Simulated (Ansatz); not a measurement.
Sn:
```cif
data_Sn8
_chemical_formula_sum 'Sn8'
_space_group_name_H-M_alt 'Fd-3m :1'
_space_group_IT_number 227
_space_group_name_Hall 'F 4d 2 3 -1d'
_cell_length_a 6.56812
_cell_length_b 6.56812
_cell_length_c 6.56812
_cell_angle_alpha 90.000
_cell_angle_beta 90.000
_cell_angle_gamma 90.000
loop_
_atom_site_label
_atom_site_type_symbol
_atom_site_symmetry_multiplicity
_atom_site_Wyckoff_symbol
_atom_site_fract_x
_atom_site_fract_y
_atom_site_fract_z
_atom_site_occupancy
Sn1 Sn 8 a 0.00000 0.00000 0.00000 1
```
(The calculation used a cell of 2 atoms; values per cell refer to that cell.)

Relaxed with DFT-r²SCAN in the program Ansatz with PAW potentials. Indices refer to the conventional cell of Fd-3m, a = b = c = 6.568 Å, α = β = γ = 90.00°.

Problem. Simulate the powder diffraction pattern (Cu Kα, λ = 1.54184 Å; lines above 1 %) up to 2θ = 90°.

Solution. Simulated powder pattern, Cu Kα, λ = 1.54184 Å (kinematic, ideal powder, no thermal factors, no anomalous dispersion; the 30 strongest lines at most, above 1 %, up to 2θ = 90°):

| 2θ (°) | d (Å) | I/Imax (%) | hkl |
|---|---|---|---|
| 23.46 | 3.792 | 100 | (111) |
| 38.78 | 2.322 | 80 | (220) |
| 45.82 | 1.980 | 50 | (311) |
| 56.00 | 1.642 | 13 | (400) |
| 61.54 | 1.507 | 20 | (331) |
| 70.20 | 1.341 | 27 | (422) |
| 75.16 | 1.264 | 15 | (511)+(333) |
| 83.21 | 1.161 | 8.5 | (440) |
| 87.96 | 1.110 | 15 | (531) |

This is a known low-temperature phase of the composition, computed here at zero pressure and temperature. The cell was relaxed with r²SCAN under the symmetry of its start; of distortions, only those at the zone centre were tested. Scalar-relativistic: spin–orbit coupling is off unless named, which matters more the heavier the elements.

Potentials: the earlier of the program's two PAW sets.
